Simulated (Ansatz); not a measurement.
SnC (wurtzite), relaxed with PBE (Ansatz, a program for electronic structure, plane waves, PAW): a = b = 3.591 Å, c = 5.879 Å, α = β = 90.00°, γ = 120.00°.

| Item | Value |
|---|---|
| gap (eV) | 0.80 |
| ΔH_f (eV/atom) | 0.82 |
| electron conductivity mass (mₑ) | 0.081 |

Q: The same phase is relaxed and computed with PBEsol in the same code. What are the cell and these values now?

A: a = 3.5534 Å, b = 3.5534 Å, c = 5.8182 Å, α = 90.00°, β = 90.00°, γ = 120.00°.

- gap (eV): 0.97
- ΔH_f (eV/atom): 0.77
- electron conductivity mass (mₑ): 0.097

Typed or built starts, not in the databases checked: SnC, wurtzite. All cells were relaxed under the symmetry of their starts (and spin orders); stability against distortions was not tested throughout. Spin–orbit coupling is left out wherever it is not named.

Potentials: the later of the program's two PAW sets.

Ansatz is a plane-wave DFT program.

Formation energies count from the lowest solids of the elements computed at the same level, not from gases.
